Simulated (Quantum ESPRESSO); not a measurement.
# W3IrMg2PtLi: different elements on one site, starting from this cell

A calculation, not a measurement. The program is pw.x of Quantum ESPRESSO 7.5 (plane-wave density functional theory). The cell is made up: eight metal atoms on a face-centred cubic lattice, with elements, volume, strain and displacements drawn at random and not relaxed, so it may be unstable or far from any real phase. PseudoDojo standard norm-conserving files set the functional (PBE unless stated); there is no spin polarisation or spin-orbit coupling, the Fermi-Dirac width of 0.25 eV means electrons at about 2900 K, and the masses in the input are unused placeholders. Heavy elements are run without spin-orbit coupling, which real alloys of them have. A spin test at this wide smearing found no moment, but such smearing suppresses magnetism that the real alloy may have.

The runs put different elements on site 2. Cell, positions, cutoff, mesh and smearing stay as in the input of run 1; sites are counted in its order. Stress in the tables is positive in tension.

Input of run 1:

```
&control calculation='scf', pseudo_dir='./dojo.nc.sr.pbe.v0_5.standard.upf', outdir='./o', disk_io='medium', tprnfor=.true., tstress=.true. /
&system ibrav=0, nat=8, ntyp=5, nbnd=64, ecutwfc=84.00895049, nosym=.true., tot_charge=0,
 occupations='smearing', smearing='fd', degauss=0.0183746611
/
&electrons conv_thr=1.470e-08, electron_maxstep=70, mixing_beta=0.5 /
ATOMIC_SPECIES
Ir 1.0 Ir.upf
Li 1.0 Li.upf
Mg 1.0 Mg.upf
Pt 1.0 Pt.upf
W 1.0 W.upf
CELL_PARAMETERS angstrom
0.0 2.018 2.018
-4.036 2.018 -2.018
-4.036 -6.0539 6.0539
ATOMIC_POSITIONS angstrom
W 0.0045 0.0165 -0.0092
Ir -4.1242 -4.0348 4.0192
Mg -3.999 -1.966 2.0307
W -3.9799 0.0299 -0.0152
Pt -2.0055 -1.9579 4.0323
Li -2.0993 -0.0256 1.9944
Mg -2.0919 2.0582 0.0226
W -6.081 -2.0266 3.9885
K_POINTS automatic
8 5 3 1 1 1
```

| run | elements on sites 1 to 8 | -TS (eV) | pressure (GPa) | stress xx (GPa) | stress yy (GPa) | stress zz (GPa) | stress yz (GPa) | stress xz (GPa) | stress xy (GPa) | iterations |
| --- | --- | --- | --- | --- | --- | --- | --- | --- | --- | --- |
| 1 | W Ir Mg W Pt Li Mg W | -1.236 | -6.85 | 3.01 | 9.32 | 8.23 | 0.97 | 1.25 | -0.70 | 16 |
| 2 | W Ga Mg W Pt Li Mg W | -1.062 | -3.91 | 0.44 | 6.16 | 5.13 | 1.57 | 0.24 | 0.46 | 16 |
| 3 | W In Mg W Pt Li Mg W | -1.061 | 3.39 | -6.89 | -1.12 | -2.16 | 1.89 | -0.92 | 1.69 | 16 |
| 4 | W Hf Mg W Pt Li Mg W | -1.238 | 4.59 | -7.54 | -2.78 | -3.44 | 1.37 | 0.34 | 0.31 | 17 |
| 5 | W Nb Mg W Pt Li Mg W | -1.274 | 0.29 | -3.81 | 1.87 | 1.05 | 1.66 | 1.21 | -0.63 | 17 |

Forces Fx Fy Fz (eV/Å):

```
site             run 1             run 2             run 3             run 4             run 5
   1  -0.32 -0.39 0.59  -0.07 -0.50 0.74  -0.08 -1.00 1.25  -0.16 -0.80 1.01  -0.29 -0.50 0.69
   2   0.21 0.19 -0.15   0.56 0.32 -0.30   0.93 0.44 -0.46   0.97 0.45 -0.45   0.93 0.32 -0.27
   3   0.22 -0.27 0.08  0.22 -0.14 -0.05   0.21 0.09 -0.27   0.20 0.21 -0.37   0.20 0.05 -0.22
   4  -2.07 0.51 -0.48  -2.11 0.59 -0.55  -2.08 0.61 -0.57  -1.93 0.63 -0.60  -1.92 0.57 -0.54
   5   1.00 0.04 -0.10   0.82 0.04 -0.06   1.23 0.26 -0.32   0.90 0.20 -0.28   0.86 0.12 -0.20
   6    0.65 0.11 0.06    0.65 0.09 0.08    0.64 0.09 0.07    0.63 0.07 0.09    0.63 0.07 0.10
   7  1.25 -0.10 -0.16   0.84 -0.32 0.06   0.35 -0.59 0.31   0.00 -0.81 0.48   0.35 -0.64 0.32
   8  -0.94 -0.09 0.16  -0.91 -0.08 0.09  -1.19 0.10 -0.02   -0.62 0.05 0.13   -0.75 0.01 0.12
```

Energies are left out, as each element's file has its own zero. A rerun of one cell of this series at a higher cutoff and on a denser mesh moved values by no more than 0.005 eV in energy, 0.04 GPa in stress and 0.010 eV/Å in force, and a second program with other atomic files agreed on that cell to 2 % rms in force and 0.5 GPa in pressure.